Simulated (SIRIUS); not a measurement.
SIRIUS run on Al₂Cu (I4/mcm, 6 atoms in the cell; from Materials Project mp-998): self-consistent single point.

Level of theory: LDA (PW92), PseudoDojo 0.4 standard norm-conserving LDA (tails mended) pseudopotentials (plane waves; SIRIUS).

```
CELL_PARAMETERS angstrom
     -2.99890     2.99890     2.39274
      2.99890    -2.99890     2.39274
      2.99890     2.99890    -2.39274
ATOMIC_POSITIONS crystal
  Al 0.84139 0.65861 0.50000
  Al 0.15861 0.34139 0.50000
  Al 0.65861 0.15861 0.81722
  Al 0.34139 0.84139 0.18278
  Cu 0.25000 0.25000 0.00000
  Cu 0.75000 0.75000 0.00000
```

Reference input (self-consistent single point, DFT, LDA (PW92), plane waves, PseudoDojo 0.4 standard norm-conserving LDA (tails mended) pseudopotentials): parameters.ngridk = 5 5 5; parameters.xc_functionals = [XC_LDA_X, XC_LDA_C_PW]; parameters.gk_cutoff = 9.592 1/bohr; parameters.pw_cutoff = 19.184 1/bohr; parameters.smearing = fermi_dirac; parameters.smearing_width = 0.00367493 Ha; potentials = PseudoDojo 0.4 standard norm-conserving LDA (tails mended) pseudopotentials; parameters.electronic_structure_method = pseudopotential; parameters.num_bands = 30; parameters.num_mag_dims = 0; parameters.num_dft_iter = 100; parameters.energy_tol = 1e-07 Ha. This run's input differs from it in these lines:

```diff
@@ -17,2 +17,3 @@
     "ngridk": [5, 5, 5],
+    "shiftk": [1, 1, 1],
     "smearing": "fermi_dirac",
```

The program printed (abridged):

```
[find] density tolerance         : 1e-06
[find] total energy tolerance    : 1e-07
[find] iter_solver_tol (initial) : 0.01
[find] iter_solver_tol (target)  : 1e-13
[find] num_dft_iter              : 100
Charges and magnetic moments
--------------------------------------------------------------------------------
total charge          : 50.000000
[find] | SCF iteration   0 out of 100|
[diagonalize] iterative solver tolerance (occupied, empty): 0.01 0.01
[diagonalize] average number of iterations: 2.33333
[find] Charges and magnetic moments
[find] total charge          : 50.000000
[find] Energy
   [... lines left out ...]

[find] Charges and magnetic moments
[find] total charge          : 50.000000
[find] Energy
[find] smearing (-TS)                 :      -0.00269079
[find] Total energy                   :    -388.41708909 (Ha),    -776.83417818 (Ry)
[find] Free energy (E-TS)             :    -388.41977987 (Ha),    -776.83955975 (Ry)
[find] band gap (eV)                  :       0.00000000
[find] Efermi                         :       0.40044869
[find] iteration : 25, RMS (target) : 8.1840e-07 (1.0000e-06) , energy difference (target) : 2.0519e-09 (1.0000e-07)
[find] bands are converged : true
[find] iterative solver converged : false
[find] converged after 26 SCF iterations!
[find] Charges and magnetic moments
[find] total charge          : 50.000000
[find] Energy
[find] smearing (-TS)                 :      -0.00269079
[find] Total energy                   :    -388.41708909 (Ha),    -776.83417818 (Ry)
[find] Free energy (E-TS)             :    -388.41977987 (Ha),    -776.83955975 (Ry)
[find] band gap (eV)                  :       0.00000000
[find] Efermi                         :       0.40044869
[ground_state] === stress tensor components [kbar] ===
[ground_state] === stress_total ===
[ground_state]    43.074821    0.000000    0.000000
[ground_state]     0.000000   43.074821    0.000000
[ground_state]     0.000000    0.000000   -5.191081
[ground_state] ==== total Forces in Ha/bohr =====
[ground_state] atom:    0, force:       0.0007576     -0.0007576     -0.0000000
[ground_state] atom:    1, force:      -0.0007576      0.0007576      0.0000000
[ground_state] atom:    2, force:       0.0007576      0.0007576      0.0000000
[ground_state] atom:    3, force:      -0.0007576     -0.0007576     -0.0000000
[ground_state] atom:    4, force:      -0.0000000      0.0000000     -0.0000000
[ground_state] atom:    5, force:       0.0000000     -0.0000000      0.0000000
```

The run converged in 26 iterations. SIRIUS prints the stress tensor with tension positive. Against the reference run the free energy goes up by 2.9 meV/atom, the pressure goes from -3.06 to -2.70 GPa and the largest force goes from 0.080 to 0.055 eV/Å.

A shifted mesh samples other points: it can miss Γ, where band edges often lie, and can lower the symmetry, which leaves small forces and shears. This run is one point of a test of settings, so its values need not be converged; read them against the reference run alone. The structure comes from a collection of computed structures, made at another level of theory; the collection holds predicted forms beside known ones. No clean gap shows at this smearing width and mesh (spacing up to 0.34 Å⁻¹); the mesh is coarse for partly filled bands, so the values carry mesh errors.

Cost on one core: very roughly 4 core-minutes.

“Tails mended”: in these copies of the files the far tail of each local potential was reset to the Coulomb form.
